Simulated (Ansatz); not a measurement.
An Ansatz (a quantum-chemistry and plane-wave program) relaxation of a generated trial cell of MoPt in the AFLOW prototype AB_cP8_198_a_a (B21, as in CO) at the level PBE (plane waves to 420 eV, PAW, scalar-relativistic; Ansatz).

Input of the first round:
Ansatz 0.2 input:
```yaml
crystal:
  lattice:
    - [4.9509911, 0, 0]
    - [0, 4.9509911, 0]
    - [0, 0, 4.9509911]
  atoms:
    - { symbol: Mo, position: [0.958, 0.958, 0.958] }
    - { symbol: Mo, position: [0.458, 0.542, 0.042] }
    - { symbol: Mo, position: [0.042, 0.458, 0.542] }
    - { symbol: Mo, position: [0.542, 0.042, 0.458] }
    - { symbol: Pt, position: [0.067, 0.067, 0.067] }
    - { symbol: Pt, position: [0.567, 0.433, 0.933] }
    - { symbol: Pt, position: [0.933, 0.567, 0.433] }
    - { symbol: Pt, position: [0.433, 0.933, 0.567] }
basis: { ecutwfc: 420, ecutrho_ratio: 4, xc_grid: 2, fft_grid_basis: typed }
kpoints: { mp_grid: { grid: [7, 7, 7] } }
hamiltonian:
  xc: pbe
  dispersion: none
  pseudopotentials: { kind: paw }
scf: { occupations: { method: fermi_dirac, width: 0.05 } }
relax: { f_tol: 0.01, max_steps: 100, cell: { stress_tol: 0.02 } }
output: { forces: true, stress: true }
```

The end of the output (long lines and the closing message left out):

```
SCF iter   3: F=—  HF=-68586.882048 eV  |F-HF|=—  |Δ(HF+E_count)|=    5.36e3  Δρ=9.29e-1  dr2=6.33e2  ethr=1.77e-3  ⟨swp⟩=16.6  Hψ=22803  notcnv=0  defer=74
SCF iter   4: F=—  HF=-68439.542002 eV  |F-HF|=—  |Δ(HF+E_count)|=    1.47e2  Δρ=3.70e-1  dr2=1.91e2  ethr=1.77e-3  ⟨swp⟩=11.2  Hψ=10152  notcnv=0  defer=138
SCF iter   5: F=—  HF=-68384.367779 eV  |F-HF|=—  |Δ(HF+E_count)|=    5.52e1  Δρ=1.01e-1  dr2=1.06e1  ethr=1.77e-3  ⟨swp⟩=9.9  Hψ=6738  notcnv=0  defer=55
SCF iter   6: F=—  HF=-68384.572511 eV  |F-HF|=—  |Δ(HF+E_count)|=   2.05e-1  Δρ=4.59e-2  dr2=2.22e0  ethr=1.77e-3  ⟨swp⟩=6.0  Hψ=4661  notcnv=0  defer=48
SCF iter   7: F=—  HF=-68384.059422 eV  |F-HF|=—  |Δ(HF+E_count)|=   5.13e-1  Δρ=1.31e-2  dr2=1.66e-1  ethr=1.74e-3  ⟨swp⟩=3.2  Hψ=3134  notcnv=0  defer=47
SCF iter   8: F=—  HF=-68384.032659 eV  |F-HF|=—  |Δ(HF+E_count)|=   2.68e-2  Δρ=9.90e-4  dr2=1.06e-3  ethr=1.29e-4  ⟨swp⟩=4.0  Hψ=3142  notcnv=0  defer=49
SCF iter   9: F=—  HF=-68384.032735 eV  |F-HF|=—  |Δ(HF+E_count)|=   7.55e-5  Δρ=2.72e-4  dr2=7.47e-5  ethr=8.26e-7  ⟨swp⟩=2.3  Hψ=3305  notcnv=0  defer=47
SCF iter  10: F=—  HF=-68384.032714 eV  |F-HF|=—  |Δ(HF+E_count)|=   2.08e-5  Δρ=2.77e-5  dr2=6.82e-7  ethr=5.83e-8  ⟨swp⟩=2.4  Hψ=2915  notcnv=0  defer=47
SCF iter  11: F=-68384.032714 eV  HF=-68384.032714 eV  |F-HF|=6.40e-9  |Δ(HF+E_count)|=   7.96e-8  Δρ=5.72e-6  dr2=1.88e-8  ethr=7.81e-11  ⟨swp⟩=6.0  Hψ=7223  notcnv=0
```

Can the last geometry be taken as a relaxed structure?

The SCF loop settled, but the program refused the state: its check on the PAW one-centre occupations went over the threshold; here atoms lie far too close. The program's message (shortened): “refused after 11 iterations: one_centre_occupation = 2.14e0 (threshold 2.00e0); read on the Mo atom at site 3 (counted from 0). The loop had accepted its state.” The shortest distance in this cell is Mo–Pt 0.93 Å. No relaxed structure or energy should be taken from it.
